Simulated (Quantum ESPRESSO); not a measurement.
Ga4P2SeC, input and log of a self-consistent run

Simulated, not a measurement. The program is pw.x of Quantum ESPRESSO 7.5 (plane-wave density functional theory). The cell is made up: 8 atoms on a zincblende/diamond lattice, with randomly drawn elements, strain and displacements, not relaxed. PseudoDojo standard norm-conserving files (v0.5 for PBE, v0.4.1 for LDA and PBEsol) set the functional; there is no spin polarisation, spin-orbit coupling or dispersion term, and the masses in the input are unused placeholders.

Input:

```
&control calculation='scf', pseudo_dir='./dojo.nc.sr.pbe.v0_5.standard.upf', outdir='./o', disk_io='medium', tprnfor=.true., tstress=.true. /
&system ibrav=0, nat=8, ntyp=4, nbnd=47, ecutwfc=85.99341389, nosym=.true., tot_charge=0,
 occupations='smearing', smearing='fd', degauss=0.0018374661
/
&electrons conv_thr=7.350e-09, electron_maxstep=60, /
ATOMIC_SPECIES
C 1.0 C.upf
Ga 1.0 Ga.upf
P 1.0 P.upf
Se 1.0 Se.upf
CELL_PARAMETERS angstrom
5.5984 -0.0165 -0.0382
-0.0165 5.5232 -0.0695
-0.0387 -0.0705 5.4876
ATOMIC_POSITIONS angstrom
Ga -0.0151 0.084 -0.0511
Ga 0.0542 2.6836 2.678
Ga 2.8036 -0.0939 2.7223
Ga 2.7928 2.8261 -0.0262
P 1.3885 1.3467 1.342
Se 1.368 4.1523 4.0427
C 4.1734 1.4242 4.0453
P 4.0393 4.0259 1.2971
K_POINTS automatic
4 4 4 1 1 1
```

The log is shortened where brackets say so; the opening notice, blank lines, dates and the lines on written files are dropped, and the path of the files is cut. It prints rydbergs, bohrs and kilobars, and counts compression as positive stress.

```
     Program PWSCF v.7.5
     Parallel version (MPI & OpenMP), running on       1 processor cores
     Number of MPI processes:                 1
     Threads/MPI process:                     1
     [start-up lines left out]
     bravais-lattice index     =            0
     lattice parameter (alat)  =      10.5797  a.u.
     unit-cell volume          =    1144.8236 (a.u.)^3
     number of atoms/cell      =            8
     number of atomic types    =            4
     number of electrons       =        82.00
     number of Kohn-Sham states=           47
     kinetic-energy cutoff     =      85.9934  Ry
     charge density cutoff     =     343.9737  Ry
     scf convergence threshold =      7.3E-09
     mixing beta               =       0.7000
     number of iterations used =            8  plain     mixing
     Exchange-correlation= PBE
                           (   1   4   3   4   0   0   0)
     [axes and pseudopotential details left out]
   Cartesian axes
     site n.     atom                  positions (alat units)
         1        Ga     tau(   1) = (  -0.0026971   0.0150039  -0.0091274  )
         2        Ga     tau(   2) = (   0.0096811   0.4793380   0.4783377  )
         3        Ga     tau(   3) = (   0.5007721  -0.0167722   0.4862505  )
         4        Ga     tau(   4) = (   0.4988430   0.5047910  -0.0046798  )
         5        P      tau(   5) = (   0.2480104   0.2405442   0.2397047  )
         6        Se     tau(   6) = (   0.2443488   0.7416736   0.7220971  )
         7        C      tau(   7) = (   0.7454424   0.2543871   0.7225615  )
         8        P      tau(   8) = (   0.7214898   0.7190963   0.2316848  )
     number of k points=    32  Fermi-Dirac smearing, width (Ry)=  0.0018
                       cart. coord. in units 2pi/alat
        k(    1) = (   0.1262704   0.1287194   0.1300716), wk =   0.0625000
        k(    2) = (   0.1280205   0.1319347   0.3851800), wk =   0.0625000
     [further k points left out]
     Dense  grid:   123343 G-vectors     FFT dimensions: (  64,  64,  64)
     Estimated max dynamical RAM per process >     173.83 MB
     Initial potential from superposition of free atoms
     starting charge      81.9889, renormalised to      82.0000
     Starting wfcs are   57 randomized atomic wfcs
     total cpu time spent up to now is       14.3 secs
     per-process dynamical memory:    96.0 Mb
     Self-consistent Calculation
     iteration #  1     ecut=    85.99 Ry     beta= 0.70
     Davidson diagonalization with overlap
     ethr =  1.00E-02,  avg # of iterations =  3.9
     total cpu time spent up to now is       54.4 secs
     total energy              =    -893.33293062 Ry
     estimated scf accuracy    <       0.97873419 Ry
     iteration #  2     ecut=    85.99 Ry     beta= 0.70
     Davidson diagonalization with overlap
     ethr =  1.19E-03,  avg # of iterations =  7.0
     total cpu time spent up to now is       96.4 secs
     total energy              =    -893.21061870 Ry
     estimated scf accuracy    <       4.41674383 Ry
     iteration #  3     ecut=    85.99 Ry     beta= 0.70
     Davidson diagonalization with overlap
     ethr =  1.19E-03,  avg # of iterations =  6.2
     total cpu time spent up to now is      144.2 secs
     total energy              =    -893.88272886 Ry
     estimated scf accuracy    <       0.08948740 Ry
     iteration #  4     ecut=    85.99 Ry     beta= 0.70
     Davidson diagonalization with overlap
     ethr =  1.09E-04,  avg # of iterations =  3.2
     total cpu time spent up to now is      180.9 secs
     total energy              =    -893.89264923 Ry
     estimated scf accuracy    <       0.00799399 Ry
     iteration #  5     ecut=    85.99 Ry     beta= 0.70
     Davidson diagonalization with overlap
     ethr =  9.75E-06,  avg # of iterations =  7.6
     total cpu time spent up to now is      226.2 secs
     total energy              =    -893.89399465 Ry
     estimated scf accuracy    <       0.00409023 Ry
     iteration #  6     ecut=    85.99 Ry     beta= 0.70
     Davidson diagonalization with overlap
     ethr =  4.99E-06,  avg # of iterations =  3.6
     total cpu time spent up to now is      266.1 secs
     total energy              =    -893.89461102 Ry
     estimated scf accuracy    <       0.00041276 Ry
     iteration #  7     ecut=    85.99 Ry     beta= 0.70
     Davidson diagonalization with overlap
     ethr =  5.03E-07,  avg # of iterations =  4.0
     total cpu time spent up to now is      308.9 secs
     total energy              =    -893.89467633 Ry
     estimated scf accuracy    <       0.00002814 Ry
     iteration #  8     ecut=    85.99 Ry     beta= 0.70
     Davidson diagonalization with overlap
     ethr =  3.43E-08,  avg # of iterations =  3.2
     total cpu time spent up to now is      355.5 secs
     total energy              =    -893.89468313 Ry
     estimated scf accuracy    <       0.00000300 Ry
     iteration #  9     ecut=    85.99 Ry     beta= 0.70
     Davidson diagonalization with overlap
     ethr =  3.65E-09,  avg # of iterations =  3.7
     total cpu time spent up to now is      403.7 secs
     total energy              =    -893.89468403 Ry
     estimated scf accuracy    <       0.00000026 Ry
     iteration # 10     ecut=    85.99 Ry     beta= 0.70
     Davidson diagonalization with overlap
     ethr =  3.15E-10,  avg # of iterations =  2.7
     total cpu time spent up to now is      447.2 secs
     total energy              =    -893.89468409 Ry
     estimated scf accuracy    <       0.00000005 Ry
     iteration # 11     ecut=    85.99 Ry     beta= 0.70
     Davidson diagonalization with overlap
     ethr =  5.52E-11,  avg # of iterations =  2.9
     total cpu time spent up to now is      484.1 secs
     End of self-consistent calculation
     [lines on levels left out]
!    total energy              =    -893.89468410 Ry
     estimated scf accuracy    <          2.4E-09 Ry
     smearing contrib. (-TS)   =      -0.00000000 Ry
     internal energy E=F+TS    =    -893.89468410 Ry
     The total energy is F=E-TS. E is the sum of the following terms:
     one-electron contribution =    -489.29314440 Ry
     hartree contribution      =     298.02811799 Ry
     xc contribution           =    -228.04531755 Ry
     ewald contribution        =    -474.58434015 Ry
     convergence has been achieved in  11 iterations
     Forces acting on atoms (cartesian axes, Ry/au):
     atom    1 type  2   force =    -0.11496870    0.07045870   -0.00985015
     atom    2 type  2   force =    -0.11720730   -0.06612180    0.02630958
     atom    3 type  2   force =     0.08292652    0.11374098    0.01492262
     atom    4 type  2   force =     0.04070769   -0.13005690   -0.06155928
     atom    5 type  3   force =     0.02530308   -0.00362412   -0.00777176
     atom    6 type  4   force =    -0.00866045   -0.01373460    0.01004476
     atom    7 type  1   force =     0.00279147   -0.02135566    0.00185114
     atom    8 type  3   force =     0.08910768    0.05069338    0.02605309
     Total force =     0.303667     Total SCF correction =     0.000306
     Computing stress (Cartesian axis) and pressure
          total   stress  (Ry/bohr**3)                   (kbar)     P=      -23.86
  -0.00022589   0.00006070   0.00009799          -33.23        8.93       14.41
   0.00006070  -0.00017266   0.00023190            8.93      -25.40       34.11
   0.00009799   0.00023190  -0.00008804           14.41       34.11      -12.95
     init_run     :     13.46s CPU     14.18s WALL (       1 calls)
     electrons    :    460.67s CPU    469.86s WALL (       1 calls)
     forces       :      4.92s CPU      4.98s WALL (       1 calls)
     stress       :     23.95s CPU     24.11s WALL (       1 calls)
     [timing details left out]
     PWSCF        :   8m23.26s CPU   8m34.01s WALL
     JOB DONE.
```

In other units: free energy -12162.057 eV for the cell, pressure -2.39 GPa, largest force component 3.344 eV/Å. A rerun of the same cell at another strain at 1467 eV and a 6 x 6 x 6 mesh moved values by no more than 0.014 eV in energy, 0.03 GPa in stress and 0.008 eV/Å in force.